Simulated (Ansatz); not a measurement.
Free-standing chains of the atoms of Mg, named by their start (strip: triangular double chain, ladder: square double chain); atoms and period are relaxed, and energies count from relaxed bulk Mg (Im-3m, not its usual structure, 22.51 Å³/atom, gap on the mesh 0.00 eV).

Computed with DFT r2SCAN, scalar-relativistic, plane waves, PAW (Ansatz 0.2.0).

Plane waves to 500 eV, a k mesh through Γ of 1×1×12 on the computed 4-atom cell and Gaussian smearing (0.05 eV); collinear spin from starting moments 0.5 0.5 0.5 0.5 μB.

Start (ladder chain):

```
Mg
1.0
    11.90000    0.00000    0.00000
     0.00000    9.30000    0.00000
     0.00000    0.00000    5.54566
Mg
4
Cartesian
  4.4943 4.6500 0.0000
  4.4943 4.6500 2.7728
  7.4057 4.6500 0.0000
  7.4057 4.6500 2.7728
```

Relax it.

The free energy falls by 34 meV/atom.

```
excess energy (eV per host atom)                      : 1.195
period (Å)                                            : 5.845
gap on the mesh (eV)                                  : 0
highest filled level or Fermi level under vacuum (eV) : 3.32
size of the moment (μB per cell)                      : 0.84
```

Relaxed structure:
```yaml
crystal:
  lattice:
    - [11.90000, 0.00000, 0.00000]
    - [0.00000, 9.30000, 0.00000]
    - [0.00000, 0.00000, 5.84521]
  atoms:
    - { symbol: Mg, position: [0.36802, 0.50000, 0.00000] }
    - { symbol: Mg, position: [0.36802, 0.50000, 0.50000] }
    - { symbol: Mg, position: [0.63198, 0.50000, 0.00000] }
    - { symbol: Mg, position: [0.63198, 0.50000, 0.50000] }
```

Each run keeps its start's symmetry and one magnetic start, so lower states can exist.

The run took 7.5 min on 2 threads of Intel(R) Xeon(R) Platinum 8488C (Sapphire Rapids), with other jobs on the host, peak memory 2.1 GiB.